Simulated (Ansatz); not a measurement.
# Ta: relaxation step by step

The guess for Ta was made by a generator: random sheet by layer group and Wyckoff sites. Its size is a rough estimate.

This is a two-dimensional sheet: the third axis spans vacuum and isn't periodic.

```cif
data_structure
_symmetry_space_group_name_H-M 'P 1'
_symmetry_Int_Tables_number 1
_cell_length_a 3.4893
_cell_length_b 3.4893
_cell_length_c 15.0000
_cell_angle_alpha 90.000
_cell_angle_beta 90.000
_cell_angle_gamma 90.000
_cell_volume 182.63
loop_
_atom_site_label
_atom_site_type_symbol
_atom_site_fract_x
_atom_site_fract_y
_atom_site_fract_z
_atom_site_occupancy
Ta1 Ta 0.00000 0.50000 0.51879 1
Ta2 Ta 0.50000 0.00000 0.48121 1
```

Theory: Ansatz, DFT PBE, scalar-relativistic, plane waves, PAW. Cutoff 420 eV, Gaussian smearing, Γ-centred meshes. In-plane cell and atoms relax first on a coarse mesh and then on a finer one. In metals the finer mesh still leaves noise of several meV/atom or more. The steps can't lower the symmetry of their start. No spin polarisation.

Steps on the 6×6×1 mesh (2 atoms, 8 steps). The free energy counts from the last step; the plane-wave basis is renewed at times, which shifts energy and pressure.

```csv
step,ΔF (meV/atom),largest force component (eV/Å)
1,246.6,1.592
2,151.2,0.602
3,58.0,0.627
4,11.0,0.479
5,0.0,0.108
6,0.3,0.095
7,-0.4,0.006
8,0.0,0.006
```

The relaxed structure, after a last relaxation on the converged mesh:

```yaml
crystal:
  periodic: [true, true, false]
  lattice:
    - [2.71898, 0.00000, 0.00000]
    - [0.00000, 2.71898, 0.00000]
    - [0.00000, 0.00000, 28.48664]
  atoms:
    - { symbol: Ta, position: [0.00000, 0.50000, 0.30264] }
    - { symbol: Ta, position: [0.50000, 0.00000, 0.22392] }
```

The symmetry stays p4/nmm (No. 64). The area per atom shrinks by 39.3 %, from 6.1 to 3.7 Å². The shortest distance goes from 2.53 Å (Ta–Ta) to 2.72 Å (Ta–Ta). The energy falls by about 1.2 eV/atom (the start's value is from the coarse mesh). The program sets the height of the box itself, so the height of the cell differs between start and end. Ta at height 2.24 Å has 8 Ta at 2.72–2.95 Å.

```yaml
Area_per_atom: 3.70 Å²
Thickness_between_the_outermost_nuclei: 2.24 Å
Energy_over_the_standard_state: +1.24 eV/atom
Gap_on_the_20×20×1_mesh_of_the_2-atom_cell: 0 eV (a metal)
```

Energies count from the standard state of Ta at the same level.

The last run used Gaussian smearing of 0.10 eV. These runs have no spin–orbit coupling, which can matter for Ta. Symmetry constrained the relaxation, so the result can be a saddle point. In all, the 4 runs took 3 min on 1 thread of Arm Neoverse V2, on a shared host.
